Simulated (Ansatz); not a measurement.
The relaxed structure here is a generated cell of Si2W: the first start was made by placing the elements on the sites of a structure type, and the end was not matched to a known phase here, so it may be hypothetical. Known forms of Si2W include space group No. 139.

One starting cell of Si₂W (a generated cell, Si2W built in the AFLOW prototype AB2_hP6_194_c_f (C7, as in MoS2)) was relaxed twice with Ansatz (plane waves, PAW, scalar-relativistic): with r2SCAN at 500 eV and with PBE at 420 eV. The r2SCAN result:

```cif
data_Si4W2
_chemical_formula_sum 'W2 Si4'
_space_group_name_H-M_alt 'P 1'
_space_group_IT_number 1
_cell_length_a 2.88700
_cell_length_b 2.88700
_cell_length_c 11.91107
_cell_angle_alpha 90.000
_cell_angle_beta 90.000
_cell_angle_gamma 120.000
loop_
_space_group_symop_operation_xyz
  'x, y, z'
loop_
_atom_site_label
_atom_site_type_symbol
_atom_site_fract_x
_atom_site_fract_y
_atom_site_fract_z
_atom_site_occupancy
W1 W 0.33333 0.66667 0.25000 1
W2 W 0.66667 0.33333 0.75000 1
Si1 Si 0.33333 0.66667 0.58060 1
Si2 Si 0.66667 0.33333 0.08060 1
Si3 Si 0.66667 0.33333 0.41940 1
Si4 Si 0.33333 0.66667 0.91940 1
```

| quantity | r2SCAN | PBE |
|---|---|---|
| space group | P6₃/mmc | P6₃/mmc |
| volume (Å³/atom) | 14.33 | ___ |
| a (Å) | 2.887 | ___ |
| c (Å) | 11.911 | ___ |
| gap (eV, no spin-orbit coupling) | 0.00 | ___ |

Fill in the PBE column.


- volume (Å³/atom), PBE: 14.69
- a (Å), PBE: 2.911
- c (Å), PBE: 12.013
- gap (eV, no spin-orbit coupling), PBE: 0.00

Both levels end in the same structure; PBE's volume is 2.5 % larger. Neither column is exact.

No spin polarisation in the result. A magnetic state may lie lower.

The run could not lower the symmetry of its start; a shaken copy of this end point relaxes with r2SCAN to P6₃/mmc (No. 194), 0.29 eV/atom lower.

Ansatz is a program for electronic structure.
